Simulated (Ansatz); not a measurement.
## BW2: from a starting cell to a relaxed one

The start is a randomly generated symmetric cell of BW2 (space group No. 129). Cell shape, volume and atoms are optimised at zero target pressure with PBEsol (plane waves to 420 eV, PAW, scalar-relativistic; Ansatz, a first-principles code). The first steps use a coarse 6×6×3 k-mesh.

Starting cell:
```
BW2
1.0
    3.77538     0.00000     0.00000
    0.00000     3.77538     0.00000
    0.00000     0.00000     7.63336
B W
2 4
Direct
  0.00000   0.50000   0.47444
  0.50000   0.00000   0.52556
  0.00000   0.00000   0.00000
  0.50000   0.50000   0.00000
  0.00000   0.00000   0.50000
  0.50000   0.50000   0.50000
```

Problem. How large is the pressure on the unrelaxed cell, and of which sign?

Solution. +32 GPa (positive: the cell is compressed).

Problem. Which atoms feel the largest initial force, and how large is it?

Solution. About 3.0 eV/Å, on B1, B2 (atoms numbered as listed).

Problem. What symmetry does the relaxed structure have?

Solution. The space group goes from P4/nmm (No. 129) to I4/mmm (No. 139), with 3 atoms in the primitive cell.

Problem. By how much does the energy per atom fall from start to end?

Solution. 2.34 eV/atom.

Problem. How does the volume change?

Solution. -26.6 %, from 18.13 to 13.30 Å³/atom.

Problem. How do the shortest distances between atoms change?

Solution. The closest pairs of elements (up to four, under 3.6 Å), start → end: B–W 1.90 → 2.35 Å; W–W 2.67 → 2.68 Å; B–B 2.70 → 3.79 Å.

Problem. Is the relaxed structure metallic? Give its gap.

Solution. Zero (metallic).

Problem. Write out the relaxed structure.

Solution. 
Space group I4/mmm (No. 139); a = b = 3.786 Å, c = 5.567 Å, α = β = γ = 90.00°

```csv
atom,site,symmetry,x,y,z
B,2b,4/mmm,0.0000,0.0000,0.5000
W,4d,-4m2,0.0000,0.5000,0.2500
```
(The calculation used a cell of 3 atoms; values per cell refer to that cell.)

Final values are on a 17×17×17 k-mesh of the relaxed cell. No spin polarisation in the result. The relaxed primitive cell holds an odd number of electrons. A magnetic state may lie lower.

The run could not lose the symmetry of its start: the end is stationary, and may be a saddle point rather than a minimum.

The relaxed structure here is a generated cell of BW2: the first start was made by a random draw of sites in a space group, and the end was not matched to a known phase here, so it may be hypothetical.
